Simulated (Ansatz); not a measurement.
Trial structures of SrLuI5

SrLuI5 was placed in 3 structures, borrowed from other compounds or built from prototypes, and relaxed with PBEsol and then r2SCAN+rVV10 in the PAW code Ansatz, symmetry kept. Energies are static, from a final single point; gaps are the least over its mesh and special points. The cells were built from prototypes, so some may not be known phases; spin polarisation is off.

```
                 start  ends in  volume (Å³/atom)  energy, r2SCAN+rVV10 (meV/atom)  gap, r2SCAN+rVV10 (eV)  shaken (PBEsol)
  AlCrF5 type (No. 71)     Immm             51.41                               58                    2.30    falls 221 meV
SiSnPd5 type (No. 123)   P4/mmm             36.18                              277                    0.49    falls 355 meV
 MgPPd5 type (No. 123)   P4/mmm             36.23                                0                    1.27    falls 107 meV
```
Energies count from the lowest cell; the last column tells what a randomly displaced small cell does when relaxed without symmetry, which tests only the distortions that fit it.

Of the symmetric cells the lowest is the one started from MgPPd5 type (No. 123), which ends in P4/mmm (No. 123), 58 meV an atom below the next (AlCrF5 type (No. 71)). With PBEsol alone and the shaken cells counted, the lowest of the cells computed is the shaken one from AlCrF5 type (No. 71) (P1), about 170 meV an atom below the lowest symmetric cell, that from MgPPd5 type (No. 123). Other structures, not tried here, could lie lower.

The cells shaken are PBEsol's, whose volumes can differ from those tabled by ten per cent. The falls are PBEsol's, in meV an atom on the shaken cell's own mesh; a cell that falls isn't a minimum, and its place in the table may change once it distorts.

The cells in order of energy (the first three):
- MgPPd5 type (No. 123): P4/mmm, 36.23 Å³ an atom. Around Sr lie 12 I at 3.73–3.82 Å; around Lu lie 8 I at 3.20 Å; around I lie 2 Lu at 3.20 Å and 2 Sr at 3.82 Å; around I lie 4 Sr at 3.73 Å.
- AlCrF5 type (No. 71): Immm, 51.41 Å³ an atom. Around Sr lie 6 I at 2.90–3.34 Å; around Lu lie 6 I at 2.81–3.41 Å; around I lie 1 Sr at 3.26 Å and 2 Lu at 3.41 Å; around I lie 1 Lu at 2.81 Å and 1 Sr at 3.34 Å; around I lie 2 Sr at 2.90 Å.
- SiSnPd5 type (No. 123): P4/mmm, 36.18 Å³ an atom. Sr is surrounded by 10 I at 3.40–4.11 Å; Lu is surrounded by 12 I at 3.51–3.93 Å; I is surrounded by 8 I at 3.51 Å and 4 Lu at 3.93 Å and 2 Sr at 4.11 Å; I is surrounded by 2 Sr at 3.40 Å and 2 Lu at 3.51 Å and 2 I at 3.51 Å.

The lowest symmetric cell:
```xyz
7
Lattice="5.2689 0.0000 0.0000 0.0000 5.2689 0.0000 0.0000 0.0000 9.1360" Properties=species:S:1:pos:R:3 pbc="T T T"
Sr    2.6345    2.6345    0.0000
Lu    0.0000    0.0000    4.5680
I     0.0000    2.6345    2.7601
I     0.0000    2.6345    6.3759
I     2.6345    0.0000    2.7601
I     2.6345    0.0000    6.3759
I     0.0000    0.0000    0.0000
```

Spin-orbit coupling is left out, which matters wherever the heavy atoms make up the band edges.
